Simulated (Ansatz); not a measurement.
NbP (CsCl type, space group No. 221) under volume change, plane-wave PAW LDA (Ansatz code), scaled uniformly.

```json
[
 {"V (Å³/atom)": "13.067", "E − E(relaxed) (meV/atom)": "92.4", "P (GPa)": "24.88"},
 {"V (Å³/atom)": "13.498", "E − E(relaxed) (meV/atom)": "38.8", "P (GPa)": "15.25"},
 {"V (Å³/atom)": "13.929", "E − E(relaxed) (meV/atom)": "9.2", "P (GPa)": "7.02"},
 {"V (Å³/atom)": "14.359", "E − E(relaxed) (meV/atom)": "0.0", "P (GPa)": "0.00"},
 {"V (Å³/atom)": "14.790", "E − E(relaxed) (meV/atom)": "8.3", "P (GPa)": "-5.98"},
 {"V (Å³/atom)": "15.221", "E − E(relaxed) (meV/atom)": "31.4", "P (GPa)": "-11.08"},
 {"V (Å³/atom)": "15.652", "E − E(relaxed) (meV/atom)": "67.2", "P (GPa)": "-15.44"}
]
```

Problem. What does a third-order Birch–Murnaghan fit give for V₀, B₀ and B′?

Solution. V₀ = 14.36 Å³/atom, B₀ = 215 GPa, B′ = 4.3.

Space group Pm-3m (CsCl type). The cell is a constructed one: a structure type filled with these elements; neither database checked (COD, Materials Project) lists it. COD files the formula under space group No. 141, so this cell is another polymorph or a model. Whether it is the stable phase at ambient conditions was not checked. The LDA relaxation kept the symmetry of its start; phonons on a q-mesh show no instability. No spin polarisation was allowed.

Potentials: the later of the program's two PAW sets.
